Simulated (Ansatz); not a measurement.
## MnHg (Pm-3m) under compression and expansion

The reference geometry is a structure as deposited in COD; nothing is relaxed.

The runs share PBE, 10×10×10 k mesh, Fermi–Dirac smearing of 0.1 eV. PAW means Ansatz 0.2.0 on its default frozen-core files; LAPW is all-electron LAPW in Ansatz 0.2.0. Site moments are integrated in spheres about the atoms, whose radii differ between the methods.

The reference run was typed so:

```yaml
crystal:
  lattice:
    - [3.315, 0.0, 0.0]
    - [0.0, 3.315, 0.0]
    - [0.0, 0.0, 3.315]
  atoms:
    - { symbol: Mn, position: [0.5, 0.5, 0.5], spin: 4.0 }
    - { symbol: Hg, position: [0.0, 0.0, 0.0] }
magnetization:
  spin_polarized: true
kpoints:
  mp_grid: { grid: [10, 10, 10] }
scf:
  occupations: { method: fermi_dirac, width: 0.1 }
  lower_state_search: "off"
hamiltonian:
  xc: pbe
  pseudopotentials: { kind: paw }
output:
  forces: true
  stress: true
  eigenvalues: true
  populations: true
```

Command: `ansatz run input.yaml --threads 1 --pin off --max-ram 3072MiB --backend cpu --events-out ev --progress --plain --runs-dir out`

The input for «volume scaled by 0.72» by LAPW differs from it in these lines, output keys apart:

```diff
-    - [3.315, 0.0, 0.0]
-    - [0.0, 3.315, 0.0]
-    - [0.0, 0.0, 3.315]
+    - [2.971171347, 0.0, 0.0]
+    - [0.0, 2.971171347, 0.0]
+    - [0.0, 0.0, 2.971171347]
-  pseudopotentials: { kind: paw }
+  pseudopotentials: { kind: all_electron, lapw: { basis_error: 0.001 } }
```

The cell shown is scaled evenly to other volumes, and every spin-polarised run starts from the same moments.

```tsv
V/V₀	Å³/atom	M PAW (μB/cell)	M LAPW (μB/cell)	largest site moment, PAW (μB)	P PAW (GPa)	P LAPW (GPa)	F − F(unpolarised), PAW (meV/atom)
0.72	13.11	2.70	2.70	2.66	55.4	55.4	-173
0.8	14.57	3.21	3.21	3.17	29.4	29.4	-324
0.85	15.48	3.42	–	3.39	18.4	–	-421
0.9	16.39	3.62	–	3.59	10.7	–	?
0.95	17.30	3.78	3.78	3.74	4.8	4.8	-608
1	18.21	3.89	3.89	3.86	0.2	0.3	-694
1.05	19.13	3.99	3.99	3.96	-2.9	-2.9	?
1.1	20.04	4.09	4.09	4.06	-5.2	-5.2	?
1.18	21.49	4.19	–	4.17	-7.8	–	-961
```

Problem. Fill in "F − F(unpolarised), PAW (meV/atom)" for the row "1.1".

Solution. -850.

Problem. Give the missing entry: row "1.05", column "F − F(unpolarised), PAW (meV/atom)".

Solution. -775.

Problem. Give the missing entry: row "0.9", column "F − F(unpolarised), PAW (meV/atom)".

Solution. -515.

The moments survive down to the smallest volume, V/V₀ = 0.72 at 55 GPa, where the largest is 2.66 μB.

Problem. How fast does the largest site moment change with volume about V₀?

Solution. d ln m/d ln V ≈ ln(3.963/3.742)/ln(1.05/0.95) = 0.57. Wider spacing narrows the bands and raises the moment.

Problem. Fit a third-order Birch–Murnaghan equation to the PAW pressures of the magnetic runs between 0.85 and 1.11 V₀. What are the zero-pressure volume and bulk modulus, and what do the unpolarised runs give?

Solution. V = 18.30 Å³/atom (1.005 V₀), B = 73 GPa, B′ = 4.9, with a worst miss of 0.11 GPa. The unpolarised pressures, 1.5, -5.9, -11.0, -14.4, -16.7, -18.1 GPa at V/V₀ = 0.85, 0.9, 0.95, 1, 1.05, 1.1, give 15.64 Å³/atom and 143 GPa, so the moments change the volume by +17.0 %. Cell shape and inner coordinates are held, so these aren't the relaxed crystal's values unless symmetry fixes them.

 The Ansatz runs typed with the search for lower states off end where their start leads. Spin–orbit coupling is left out although heavy atoms are present. None of this fixes the real material's magnetic order: only patterns that fit the cell were computed, at zero temperature, with a functional that can overstate moments.
